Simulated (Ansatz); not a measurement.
## GeSb₄Te₄: generalised stacking fault

All numbers below come from Ansatz, DFT PBE, scalar-relativistic, plane waves, PAW. Settings: plane waves to 420 eV, k-mesh 9×9×2 (Γ-centred), Gaussian smearing 0.03 eV. No spin polarisation. Energies are free energies at this smearing, counted from the undisturbed cell; pressure is positive in compression.

The undisturbed cell (relaxed at this level; it needn't be the usual structure):

```
Ge Sb Te
1.0
    -4.32998    0.00000    0.00000
    -2.16499   -3.74988    0.00000
     0.00000    0.00000   17.64861
Ge Sb Te
1 4 4
Direct
  0.00000 0.00000 0.61905
  0.33333 0.33333 0.16315
  0.66667 0.66667 0.07495
  0.66667 0.66667 0.40982
  0.33333 0.33333 0.82828
  0.33333 0.33333 0.52357
  0.66667 0.66667 0.71453
  0.00000 0.00000 0.31302
  0.00000 0.00000 0.92508
```

The cut lies on the cell's a–b face, a (0 0 1) plane (indices in the standard cell, whose axes needn't be the Cartesian ones shown) of area 16.24 Å², between layers 2.64 Å apart. Vector c is tilted by f times 1·a + 1·b (length 7.500 Å) with the atoms' Cartesian places fixed: one unrelaxed fault a cell.

| f | γ (mJ/m²) | shear traction, the slope of γ along the slip (GPa) |
| --- | --- | --- |
| 0.0000 | 0 | 0.0 |
| 0.0833 | 84 | 3.0 |
| 0.1667 | 396 | 6.8 |
| 0.2500 | 860 | 6.9 |
| 0.3333 | 1100 | 0.0 |
| 0.4167 | 870 | -6.4 |
| 0.5000 | 457 | -5.8 |
| 0.5833 | 204 | -2.3 |
| 0.6667 | 143 | 0.0 |
| 0.7500 | 152 | 0.0 |
| 0.8333 | 122 | -1.0 |
| 0.9167 | 46 | -1.2 |

Cost: 12 runs of about 7.9 core-minutes in all, on AMD EPYC 9R45 (Zen 5) (shared hosts).